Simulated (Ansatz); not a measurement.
All numbers below come from Ansatz 0.2.0, DFT PBE, scalar-relativistic, plane waves, PAW. All cells share a 420 eV cutoff and Γ-centred k meshes spaced at most about 0.3 Å⁻¹ (about 0.25 or finer for metals, 2π included). No spin polarisation in the final relaxations.

All energies are static (0 K, no zero-point motion).

Two forms of Al4O were relaxed alike.

A.

Space group P2_1/m (No. 11). a = 5.070 Å, b = 2.917 Å, c = 10.270 Å, α = 90.00°, β = 102.53°, γ = 90.00°
| atom | site | symmetry | x | y | z |
| --- | --- | --- | --- | --- | --- |
| Al | 2e | m | 0.6345 | 0.2500 | 0.1086 |
| Al | 2e | m | 0.1464 | 0.7500 | 0.1148 |
| Al | 2e | m | 0.6670 | 0.7500 | 0.6178 |
| Al | 2e | m | 0.1300 | 0.2500 | 0.6746 |
| O | 2e | m | 0.5876 | 0.7500 | 0.4177 |

B.

Space group Cm (No. 8). a = 9.223 Å, b = 5.540 Å, c = 8.265 Å, α = 90.00°, β = 101.44°, γ = 90.00°
```
atom  site  symmetry       x       y       z
  Al    4b         1  0.7094  0.2465  0.6792
  Al    4b         1  0.3035  0.7625  0.3784
  Al    2a         m  0.4557  0.0000  0.6737
  Al    2a         m  0.5649  0.0000  0.3888
  Al    2a         m  0.9802  0.0000  0.7985
  Al    2a         m  0.0581  0.0000  0.2190
   O    2a         m  0.0297  0.0000  0.0096
   O    2a         m  0.8852  0.0000  0.2950
```

Question: Which is lower in energy, and by how much?

Answer: A is lower, by 202 meV/atom. A has space group P2_1/m (No. 11), 14.8 Å³/atom and no gap on its mesh; B has space group Cm (No. 8), 20.7 Å³/atom and no gap. Counting Al atoms around O (those within 1.25 times the shortest such distance or 1.15 times the sum of covalent radii, 1.27 where that leaves under three; a slash parts the counts of unlike sites), A has O 4 and B has O 2/3. The denser one is the lower, and pressure would at first widen the difference. In A, around Al on its first site lie 11 Al at 2.71–2.97 Å; Al on its second site is surrounded by 12 Al at 2.76–3.07 Å and 1 O at 3.42 Å; around O lie 4 Al at 1.88–2.01 Å, 2 O at 2.53 Å, 2 O at 2.92 Å and 8 Al at 3.42–3.56 Å; 2 more sites not described. In B, Al on a site of symmetry 1 has 8 Al at 2.68–2.87 Å; Al on a second site of symmetry 1 has 1 O at 1.83 Å and 7 Al at 2.63–2.91 Å; O on its first site has 2 Al at 1.70–1.71 Å; 5 more sites not described. Both come from invented guesses.
